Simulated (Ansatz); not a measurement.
BN in space group P6_3/mmc (No. 194; B on 2c, N on 2d), a = b = 2.499 Å, c = 6.601 Å, α = β = 90.00°, γ = 120.00°.

Relaxed with DFT-r²SCAN+D4 in the program Ansatz with PAW potentials. Indices refer to the conventional cell of P6_3/mmc, a = b = 2.499 Å, c = 6.601 Å, α = β = 90.00°, γ = 120.00°.

**Question.** Simulate the powder diffraction pattern (Mo Kα, λ = 0.71073 Å; lines above 1 %) up to 2θ = 45°.

**Answer.** Simulated powder pattern, Mo Kα, λ = 0.71073 Å (kinematic, ideal powder, no thermal factors, no anomalous dispersion; the 30 strongest lines at most, above 1 %, up to 2θ = 45°):

```csv
2θ (°),d (Å),I/Imax (%),hkl
12.36,3.300,100,(0002)
18.90,2.164,18,(1 0 -1 0)
19.90,2.056,5.8,(1 0 -1 1)
22.65,1.810,18,(1 0 -1 2)
24.87,1.650,8.4,(0004)
26.63,1.543,1.5,(1 0 -1 3)
31.43,1.312,5.2,(1 0 -1 4)
33.05,1.249,8.6,(1 1 -2 0)
35.41,1.168,13,(1 1 -2 2)
37.69,1.100,1.8,(0006)
38.35,1.082,1.3,(2 0 -2 0)
40.44,1.028,2.1,(2 0 -2 2)
41.80,0.996,7.4,(1 1 -2 4)
42.49,0.981,1.7,(1 0 -1 6)
```

The r²SCAN+D4 relaxation kept the symmetry of its start; phonons on a q-mesh show no instability.

Potentials: the later of the program's two PAW sets.
